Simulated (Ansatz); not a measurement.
AlAs:
```cif
data_AlAs
_chemical_formula_sum 'Al1 As1'
_space_group_name_H-M_alt 'P 1'
_space_group_IT_number 1
_cell_length_a 3.98019
_cell_length_b 3.98019
_cell_length_c 3.98019
_cell_angle_alpha 60.000
_cell_angle_beta 60.000
_cell_angle_gamma 60.000
loop_
_space_group_symop_operation_xyz
  'x, y, z'
loop_
_atom_site_label
_atom_site_type_symbol
_atom_site_fract_x
_atom_site_fract_y
_atom_site_fract_z
_atom_site_occupancy
Al1 Al 0.00000 0.00000 0.00000 1
As1 As 0.25000 0.25000 0.25000 1
```

Relaxed with LDA.

Task: Which orbitals make up the states near the band edges in LDA (plane waves, PAW; program Ansatz)?

Result: Top 1 eV of the valence band: As 4p 79 %, Al 3p 19 %. Bottom 1 eV of the conduction band: Al 3p 55 %, As 4s 16 %, Al 3s 9 %, As 4p 9 %, outside the projected shells 12 %. Projections are on Löwdin-orthogonalised atomic valence shells; empty p or d shells of many metals are not among them.

Task: Tabulate the density of states.

Result: States/eV per cell of 2 atoms, in 0.25 eV bins, energy from the valence-band maximum.

```csv
E (eV),total,As 4p,Al 3p,Al 3s
-7.85,0.00,0.00,0.00,0.00
-7.60,0.00,0.00,0.00,0.00
-7.35,0.00,0.00,0.00,0.00
-7.10,0.00,0.00,0.00,0.00
-6.85,0.00,0.00,0.00,0.00
-6.60,0.00,0.00,0.00,0.00
-6.35,0.00,0.00,0.00,0.00
-6.10,0.00,0.00,0.00,0.00
-5.85,0.00,0.00,0.00,0.00
-5.60,0.16,0.09,0.03,0.04
-5.35,1.31,0.73,0.14,0.42
-5.10,2.71,1.48,0.20,0.95
-4.85,0.95,0.52,0.09,0.27
-4.60,0.62,0.34,0.06,0.16
-4.35,0.44,0.25,0.04,0.11
-4.10,0.36,0.20,0.03,0.08
-3.85,0.28,0.16,0.03,0.06
-3.60,0.32,0.18,0.05,0.05
-3.35,1.15,0.70,0.35,0.06
-3.10,1.11,0.68,0.33,0.07
-2.85,1.07,0.65,0.30,0.07
-2.60,1.16,0.71,0.34,0.07
-2.35,1.41,0.89,0.43,0.06
-2.10,1.75,1.13,0.53,0.06
-1.85,1.68,1.12,0.48,0.05
-1.60,1.60,1.10,0.43,0.04
-1.35,1.58,1.12,0.40,0.03
-1.10,1.55,1.15,0.36,0.02
-0.85,1.34,1.02,0.28,0.01
-0.60,0.79,0.62,0.14,0.01
-0.35,0.51,0.42,0.07,0.00
-0.10,0.17,0.15,0.02,0.00
0.15,0.00,0.00,0.00,0.00
0.40,0.00,0.00,0.00,0.00
0.65,0.00,0.00,0.00,0.00
0.90,0.00,0.00,0.00,0.00
1.15,0.00,0.00,0.00,0.00
1.40,0.03,0.00,0.02,0.00
1.65,0.14,0.01,0.09,0.01
1.90,0.25,0.02,0.14,0.02
2.15,0.39,0.04,0.20,0.04
2.40,0.68,0.09,0.29,0.12
2.65,1.05,0.16,0.40,0.23
2.90,1.55,0.25,0.57,0.35
3.15,1.95,0.34,0.71,0.44
3.40,1.50,0.31,0.52,0.33
3.65,1.20,0.29,0.38,0.24
3.90,0.70,0.17,0.19,0.15
4.15,0.72,0.15,0.24,0.15
4.40,1.76,0.30,0.86,0.18
4.65,2.14,0.37,1.07,0.19
4.90,1.43,0.26,0.71,0.12
5.15,1.29,0.24,0.66,0.09
5.40,1.42,0.26,0.71,0.07
5.65,1.71,0.32,0.74,0.11
5.90,1.26,0.24,0.53,0.10
6.15,1.29,0.26,0.54,0.11
```

Space group F-43m (zinc blende). The cell was relaxed with LDA under the symmetry of its start; phonons on a q-mesh show no instability. Spin–orbit coupling is left out wherever it is not named.

Potentials: the earlier of the program's two PAW sets.
